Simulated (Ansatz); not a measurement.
According to the program Ansatz at the PBE level (PAW), Ge in the cubic phase (I4_132; Ge on 8a) relaxes to a = 6.927 Å. Ge has 3 nearest neighbours from 2.45 Å (trigonal planar).

Electronic character: metallic (no gap). Gap from PBE with spin–orbit coupling: none (metallic).

An equation-of-state fit gives a bulk modulus of 21.9 GPa.

The start of the workflow was typed in or built on a structure type; neither database checked (COD, Materials Project) lists it. It is not the phase usual at ambient conditions (space group No. 227). The cell was relaxed with PBE under the symmetry of its start; whether a distortion lowers the energy is not shown. The volume moved by 52 % from the start of the relaxation. Scalar-relativistic: spin–orbit coupling is off unless named, which matters more the heavier the elements.

Potentials: the later of the program's two PAW sets.
